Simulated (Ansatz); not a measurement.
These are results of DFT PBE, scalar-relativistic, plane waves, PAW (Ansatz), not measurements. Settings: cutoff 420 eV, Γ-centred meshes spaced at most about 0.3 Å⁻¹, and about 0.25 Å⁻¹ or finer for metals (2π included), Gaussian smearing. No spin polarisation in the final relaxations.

Temperature and zero-point effects are left out.

Two forms of Zr2AlN3 were relaxed alike.

A.

```cif
data_structure
_symmetry_space_group_name_H-M 'P6_3/mmc'
_symmetry_Int_Tables_number 194
_cell_length_a 3.0936
_cell_length_b 3.0936
_cell_length_c 16.2309
_cell_angle_alpha 90.000
_cell_angle_beta 90.000
_cell_angle_gamma 120.000
_cell_volume 134.53
loop_
_atom_site_label
_atom_site_type_symbol
_atom_site_symmetry_multiplicity
_atom_site_Wyckoff_symbol
_atom_site_fract_x
_atom_site_fract_y
_atom_site_fract_z
_atom_site_occupancy
Zr1 Zr 4 f 0.33333 0.66667 0.08383 1
Al1 Al 2 d 0.33333 0.66667 0.75000 1
N1 N 2 a 0.00000 0.00000 0.00000 1
N2 N 4 e 0.00000 0.00000 0.32649 1
```

B.

```cif
data_structure
_symmetry_space_group_name_H-M 'P3m1'
_symmetry_Int_Tables_number 156
_cell_length_a 3.3886
_cell_length_b 3.3886
_cell_length_c 8.3723
_cell_angle_alpha 90.000
_cell_angle_beta 90.000
_cell_angle_gamma 120.000
_cell_volume 83.26
loop_
_atom_site_label
_atom_site_type_symbol
_atom_site_symmetry_multiplicity
_atom_site_Wyckoff_symbol
_atom_site_fract_x
_atom_site_fract_y
_atom_site_fract_z
_atom_site_occupancy
Zr1 Zr 1 b 0.33333 0.66667 0.01251 1
Zr2 Zr 1 c 0.66667 0.33333 0.66096 1
Al1 Al 1 a 0.00000 0.00000 0.32851 1
N1 N 1 c 0.66667 0.33333 0.91424 1
N2 N 1 a 0.00000 0.00000 0.56010 1
N3 N 1 b 0.33333 0.66667 0.27367 1
```

Question: Which would you expect to be lower, and how large is the difference?

Answer: A is lower, by 28 meV/atom. A has space group P6_3/mmc (No. 194), 11.2 Å³/atom and no gap on its mesh; B has Zr and Al ordered on zinc blende sites, space group P3m1 (No. 156), 13.9 Å³/atom and no gap. Counting N atoms around Al and Zr (those within 1.25 times the shortest such distance or 1.15 times the sum of covalent radii), A has Zr 6, Al 6 and B has Zr 4, Al 4. The denser one is the lower, and pressure would at first widen the difference. Both come from invented guesses. A third cell relaxed alike, in P-3m1, lies 175 meV/atom below the lower of the two.

Cells relaxed within their symmetry can be saddle points.
